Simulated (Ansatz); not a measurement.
Here is the system:

MoPd:
```xyz
2
Lattice="3.1198 0.0000 0.0000 0.0000 3.1198 0.0000 0.0000 0.0000 3.1198" Properties=species:S:1:pos:R:3 pbc="T T T"
Pd     0.0000     0.0000     0.0000
Mo     1.5599     1.5599     1.5599
```

This is the PBEsol-relaxed structure.

### Question
All from DFT-PBEsol in the program Ansatz with PAW potentials, unless another level is named. Estimate the formation energy from the elements (no fitted shifts).

### Answer
0.46 eV/atom.

### Question
Give the density of states at the Fermi level.

### Answer
1.7 states/eV per atom (mean over ±0.08 eV).

Space group Pm-3m (CsCl type). The start of the workflow was typed in or built on a structure type; neither database checked (COD, Materials Project) lists it. Whether it is the stable phase at ambient conditions was not checked. Symmetry was held in the PBEsol relaxation. At this level the phase is mechanically unstable. No spin polarisation was allowed. Its formation energy is positive at this level, so the cell may be metastable or incomplete. The references are the lowest solids computed at this level, not always the standard phases. Spin–orbit coupling is left out wherever it is not named.

Potentials: the earlier of the program's two PAW sets. The files were generated under PBE; for other functionals the program regenerates the frozen cores, and for LDA and PBEsol the local potential too.
